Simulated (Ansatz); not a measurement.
InPd:
```
InPd
1.0
    3.30512     0.00000     0.00000
    0.00000     3.30512     0.00000
    0.00000     0.00000     3.30512
In Pd
1 1
Direct
  0.50000   0.50000   0.50000
  0.00000   0.00000   0.00000
```

Relaxed with PBE. Special points in fractions of this cell's reciprocal vectors: Γ (0.000, 0.000, 0.000); X (0.000, 0.500, 0.000); M (0.500, 0.500, 0.000); R (0.500, 0.500, 0.500).

Problem. List the band energies nearest the Fermi level at these points for plane-wave PAW PBE with spin–orbit coupling (Ansatz code).

Solution. In eV from the Fermi level; about four levels below and three above (degenerate sets whole), none deeper than 8.9 eV; points with the same levels are listed once.

| k | below | above |
|---|---|---|
| Γ | -2.31 -2.31 -2.31 -2.31 -2.04 -2.04 | 3.66 3.66 4.38 4.38 4.38 4.38 |
| X | -2.27 -2.27 -1.10 -1.10 | 8.94 8.94 9.55 9.55 |
| M | -2.19 -2.19 -1.67 -1.67 | 1.30 1.30 2.36 2.36 |
| R | -1.64 -1.64 -1.64 -1.64 -0.21 -0.21 | 3.50 3.50 3.84 3.84 3.84 3.84 |

Space group Pm-3m (CsCl type). Symmetry was held in the PBE relaxation. The run is not spin-polarised.

Potentials: the earlier of the program's two PAW sets.
